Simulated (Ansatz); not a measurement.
An Ansatz (a quantum-chemistry and plane-wave program) input:

Ansatz 0.2 input:
```yaml
crystal:
  lattice:
    - [3.0663355352, 0.0, 0.0]
    - [0.0, 3.0663355352, 0.0]
    - [0.0, 0.0, 7.7449286841]
  atoms:
    - { symbol: Mo, position: [0.0, 0.5, 0.9032576479] }
    - { symbol: Mo, position: [0.5, 0.0, 0.0967423521] }
    - { symbol: Ta, position: [0.0, 0.5, 0.336109581] }
    - { symbol: Ta, position: [0.5, 0.0, 0.663890419] }
    - { symbol: N, position: [0.0, 0.5, 0.6248925369] }
    - { symbol: N, position: [0.5, 0.0, 0.3751074631] }
kpoints:
  mp_grid: { grid: [10, 10, 4] }
  band_path:
    path:
      - [[0.0, 0.0, 0.0], [0.0, 0.5, 0.0], [0.5, 0.5, 0.0], [0.0, 0.0, 0.0], [0.0, 0.0, 0.5], [0.0, 0.5, 0.5], [0.5, 0.5, 0.5], [0.0, 0.0, 0.5]]  # Γ-X-M-Γ-Z-R-A-Z
      - [[0.0, 0.5, 0.0], [0.0, 0.5, 0.5]]  # X-R
      - [[0.5, 0.5, 0.0], [0.5, 0.5, 0.5]]  # M-A
    npoints: 8
basis: { xc_grid: 2 }
hamiltonian:
  xc: pbesol
  pseudopotentials: { kind: paw }
magnetization: { noncollinear: true, spin_orbit: true }
scf:
  n_extra_bands: 12
  convergence: { dr2_threshold: 0.0000000001 }
  occupations: { method: gaussian, width: 0.05 }
output: { eigenvalues: true }
```

**Question.** How many symmetry operations and irreducible k-points will the run report?

**Answer.** 16 operations, 63 of 400 k-points.

**Question.** With a cutoff of 420 eV, how many plane waves at Γ?

**Answer.** 1425.

It took about 3 core-minutes (a rough figure) on shared server cores.

Space group P4/nmm. The workflow started from an entry of the Crystallography Open Database (COD). Its standing as an ambient phase is unchecked. The cell was relaxed with PBEsol under the symmetry of its start; its stability against distortions is not shown here. The run is not spin-polarised.

Potentials: the later of the program's two PAW sets.

Ansatz is a plane-wave DFT program.
